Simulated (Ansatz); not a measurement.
Structures of TiNi$_{3}$C: which is lowest?

Plane-wave DFT in Ansatz with scalar-relativistic PAW potentials, cutoff 420 eV, Γ-centred meshes chosen by cell and gap, Gaussian smearing with energies taken to zero width. Every cell was relaxed (cell and atoms) in a run of its own, within the symmetry of its start. Functional: PBE.

Relaxed structures (starts from databases or built by putting these elements on another compound's sites):
A. Pm-3m, 5 atoms in the computed cell, a = 3.816 Å; sites (symmetry × multiplicity) Ti m-3m × 1, Ni 4/mm.m × 3, C m-3m × 1; start: built
B. P4mm, 5 atoms in the computed cell, a = 3.720 Å, c = 3.972 Å; sites (symmetry × multiplicity) Ti 4mm × 1, Ni 2mm. × 2 + 4mm × 1, C 4mm × 1; start: built

Rank them by energy. Could pressure change the order?

```csv
structure,group,E − E(lowest) (meV/atom),V (Å³/atom),gap on mesh (eV)
B,P4mm,0.0,10.99,0.00
A,Pm-3m,34,11.11,0.00
```

B is lowest, 34 meV/atom under A. The lowest is also the densest of these, so pressure wouldn't bring one of the others in at first order. Other structures may lie lower than all of these, and vibrations aren't counted.

Spin polarisation was left out, and a magnetic state may lie lower.